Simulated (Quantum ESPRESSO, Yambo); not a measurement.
At a photon energy of 12.12 eV, RPA with local fields on PBEsol bands shifted by a G0W0 scissor of 3.51 eV (Quantum ESPRESSO and Yambo; 4×4×4 mesh, 109 bands, 3 Ry local-field block, 0.2 eV broadening) gives ε = 3.08 + 0.77i for CsHF₂ (space group I4/mcm, No. 140), field along x. Axes are Cartesian, with cell vectors (Å) (-3.06, 3.06, 3.89), (3.06, -3.06, 3.89), (3.06, 3.06, -3.89).

Question: Work out n, κ, the normal-incidence reflectivity, the absorption coefficient and the penetration depth.

Answer: 
|ε| = 3.17; n = √((|ε| + ε1)/2) = 1.77, κ = √((|ε| − ε1)/2) = 0.22. R = ((n − 1)² + κ²)/((n + 1)² + κ²) = 0.08. α = 2Eκ/(ħc) with ħc = 197.327 eV nm: 0.0267 per nm = 2.7 × 10⁵ per cm, a 1/e depth of 37 nm. The computed direct gap is 10.08 eV, and the energy scale of the real crystal may differ from it. Excitonic effects are left out, and values at one energy depend on mesh and broadening. The scissor comes from a G0W0 run whose convergence isn't established. Convergence of the RPA response with its 4×4×4 mesh was not tested.

Geometry of the Materials Project entry, not relaxed at this level; primitive cell a = 5.814 Å, b = 5.814 Å, c = 5.814 Å, α = 116.57°, β = 116.57°, γ = 96.04°.

The structure is a Materials Project entry; no match was found in the copy of COD used, and its stability was not checked.
